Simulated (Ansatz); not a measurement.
A generated cell, not matched to a known phase here, of CsHfO₃: Pm-3m (No. 221), cP5, cubic perovskite type; a = b = c = 4.2538 Å, α = β = γ = 90.00°; Cs 1a (0.000, 0.000, 0.000); Hf 1b (0.500, 0.500, 0.500); O 3c (0.000, 0.500, 0.500). All values below come from r2SCAN (plane waves to 500 eV, PAW, scalar-relativistic; Ansatz, a quantum-chemistry and plane-wave program). Element references, the lowest calculated here: Hf (P6₃/mmc), Cs (Im-3m), O (C2/m, ferromagnetic, forced by one molecule a cell; α-O2 is antiferromagnetic); gases are represented by their molecular solids.

Problem. Predict the formation energy of this Pm-3m form of CsHfO3 from the elements from r2SCAN.

Solution. -2.52 eV/atom.

A lower structure of this composition may exist.

Static energies, no anion corrections, no zero-point energy. Values are rounded to 0.01 eV/atom. Not shown to be the ambient phase of their composition (a lower form may be missing, and a cell relaxed within its start's symmetry can be a saddle point): CsHfO3 (Pm-3m). Spin-orbit coupling is missing from these energies, which matters for elements this heavy. Spin state reached: ferromagnetic (net 0.20 μB/atom); other spin orders were not run from this start. No Hubbard U is applied.
